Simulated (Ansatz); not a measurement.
The relaxed structure here is a generated cell of HfN: the first start was made by placing the elements on the sites of a structure type, and the end was not matched to a known phase here, so it may be hypothetical. Known forms of HfN include space group No. 225.

A relaxed cell of HfN (Cmcm (No. 63)), relaxed on a k-mesh at least as fine as the one used below. Computed with r2SCAN (plane waves to 500 eV, PAW, scalar-relativistic; Ansatz, a quantum-chemistry and plane-wave program). Γ-centred k-mesh 3×6×6 on the run's cell (coarser than for final values), Fermi–Dirac smearing 0.05 eV.

```
HfN
1.0
    4.04876    -9.62745     0.00000
    2.02438     4.81372     0.00000
    0.00000     0.00000     3.74251
Hf N
4 4
Direct
  0.41628   0.16745   0.25000
  0.91628   0.16745   0.25000
  0.08372   0.83255   0.75000
  0.58372   0.83255   0.75000
  0.13317   0.73365   0.25000
  0.63317   0.73365   0.25000
  0.36683   0.26635   0.75000
  0.86683   0.26635   0.75000
```

The atoms are displaced by (Å):

```
atom      ux      uy      uz
----  ------  ------  ------
Hf1    0.035  -0.117  -0.062
Hf2    0.068  -0.099  -0.081
Hf3    0.076  -0.047   0.013
Hf4   -0.129   0.075   0.054
N5    -0.052  -0.099   0.121
N6     0.022  -0.011  -0.018
N7     0.105   0.072   0.016
N8     0.019  -0.062   0.057
```

Problem. What forces (eV/Å) and pressure result?

Solution. 
| atom | Fx | Fy | Fz |
|---|---|---|---|
| Hf1 | 0.51 | 1.37 | 0.60 |
| Hf2 | -1.80 | 1.01 | 1.18 |
| Hf3 | -1.50 | -0.37 | 0.59 |
| Hf4 | 4.24 | -0.61 | -0.32 |
| N5 | 2.81 | 0.14 | -1.65 |
| N6 | -0.88 | -0.20 | 0.51 |
| N7 | -3.75 | -1.54 | 0.06 |
| N8 | 0.39 | 0.19 | -0.98 |

Pressure -1.4 GPa.

Problem. Estimate the energy cost of the displacement in the harmonic approximation and compare with the calculation.

Solution. For a harmonic well ΔE = −½ Σ F·u = 1.075 eV a cell, or 134 meV/atom. The calculated energy relative to the undisplaced cell is +0.13 eV/atom, so the harmonic estimate holds well.

The undisplaced cell is probably no minimum: from this displacement the run went on to I4/mmm (No. 139), 0.08 eV/atom below it.

No spin polarisation in the result.
